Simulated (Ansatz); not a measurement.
Al2O3:
```
Al2O3
1.0
    2.37884     1.37342     4.33075
   -2.37884     1.37342     4.33075
    0.00000    -2.74685     4.33075
Al O
4 6
Cartesian
  0.00000   0.00000   1.92489
  0.00000   0.00000  11.06736
  0.00000   0.00000   4.57123
  0.00000   0.00000   8.42102
  0.92145   1.37342   7.57882
 -0.92145  -1.37342   5.41344
 -1.65014   0.11129   7.57882
  1.65014  -0.11129   5.41344
  0.72870  -1.48471   7.57882
 -0.72870   1.48471   5.41344
```

x, y and z are the axes in which the lattice vectors are written.

Give the high-frequency dielectric tensor and the Born effective charge tensors of the independent atoms from DFPT, r²SCAN (plane waves, PAW; program Ansatz).


ε∞:
```
3.07  0.00  0.00
0.00  3.07  0.00
0.00  0.00  3.04
```
Z* of atom 1 (Al), rows: field, columns: displacement, in e:
```
 2.97  -0.03   0.00
 0.03   2.97   0.00
 0.00   0.00   2.95
```
Z* of atom 5 (O), rows: field, columns: displacement, in e:
```
-2.08   0.00   0.00
 0.00  -1.88   0.26
 0.00   0.35  -1.96
```

Static charges for comparison (Bader): Al1 +2.59, O5 -1.73 e. Born charges measure polarisation by displacement and can exceed these by far.

Space group R-3c (corundum). The cell was relaxed with r²SCAN under the symmetry of its start.

Potentials: the earlier of the program's two PAW sets.
